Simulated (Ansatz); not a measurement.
# HgTe under strain: Electric field gradients

The cell is a COD entry, relaxed with PBE at fixed cell and then changed (z compressed by 1 %, ions relaxed).

```yaml
crystal:
  lattice:
    - [0.00000, 3.22350, 3.19127]
    - [3.22350, 0.00000, 3.19127]
    - [3.22350, 3.22350, 0.00000]
  atoms:
    - { symbol: Hg, position: [0.00000, 0.00000, 0.00000] }
    - { symbol: Te, position: [0.25000, 0.25000, 0.25000] }
```

Sites (sets of like atoms) are named by element and the number of their first atom in this list.

Method: Kohn–Sham DFT in Ansatz, PBE, plane waves and PAW, scalar-relativistic, 420 eV cutoff, Γ-centred 13×13×13 k-points, Fermi–Dirac smearing 0.05 eV.

Conventions: |V_zz| ≥ |V_yy| ≥ |V_xx|, η = (V_xx − V_yy)/V_zz, C_Q = eQV_zz/h.

²⁰¹Hg: I = 3/2, Q = 387.0 mb. Quadrupole moments are those of Pyykkö's year-2017 table.

(1) What field gradients does the calculation give at each kind of site?

Answers

(1) 

| site | atoms (order as listed) | first shell | V_xx, V_yy, V_zz (10²¹ V/m²) | η | C_Q (MHz) |
| --- | --- | --- | --- | --- | --- |
| Hg | 1 | 4 Te at 2.78 Å | -0.28, -0.28, 0.57 | 0.00 | 5.30 |
| Te | 2 | 4 Hg at 2.78 Å | 0.28, 0.28, -0.56 | 0.00 | – |

An axis of threefold or higher order runs through Hg and Te, so V_zz lies along it and η is zero.

Te has no stable isotope with a ground-state quadrupole moment in the table, so no C_Q is given.

With no gap above 0.1 eV, as in a metal, the gradients converge slowly in k; expect changes of a tenth or more on a denser mesh. Spin–orbit coupling is left out, which shifts gradients on Hg by a few per cent in wide-gap crystals, and can shift them far more where the calculated gap is small or absent, as here. Semilocal functionals make gaps too small and can close them, so the real compound need not be a metal.
